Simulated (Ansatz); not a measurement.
## Mg: stiffness from a series of strains

```xyz
1
Lattice="-1.4765 1.4765 1.4765 1.4765 -1.4765 1.4765 1.4765 1.4765 -1.4765" Properties=species:S:1:pos:R:3 pbc="T T T"
Mg    0.0000    0.0000    0.0000
```

The cell comes from COD entry 1538898, which wasn't checked; take it as a given geometry.

Computed with Ansatz 0.2.0, DFT, LDA, all-electron LAPW, scalar-relativistic.

Numerical set-up: a Γ-centred 19×19×19 k mesh, Fermi–Dirac smearing of 0.03 eV, basis error target 0.5 meV/atom, no spin polarisation.

The strain is applied along the Cartesian axes of the cell as listed (the other components stay zero). Fractional coordinates are held (clamped ions).

σ is the change of stress from the unstrained cell, which is at 55.6 GPa; tension is positive, so slopes are stress–strain coefficients at that pressure. In a metal the k mesh adds noise.

Only quantities that a quadratic follows smoothly over the whole series are listed; rougher ones are left out.

```csv
εzz,σzz (GPa),σxx (GPa)
-0.0200,-4.94,-4.22
0.0000,0.00,0.00
0.0100,2.12,2.11
0.0200,4.25,4.10
```

(1) Fit the series and read off the stiffness at zero strain.

(2) One run, at εzz = -0.0100, is withheld. Predict its row.

## Answers

(1) Least-squares fits y = p0 + p1 x + p2 x² to the rows give σzz (GPa): p1 = 229, p2 = -780; σxx (GPa): p1 = 208, p2 = -190. So C11 = 229 GPa and C12 = 208 GPa, which gives B = (C11 + 2 C12)/3 = 215 GPa.

(2) The fits give -2.41, -2.08; the run gave -2.36, -2.11.
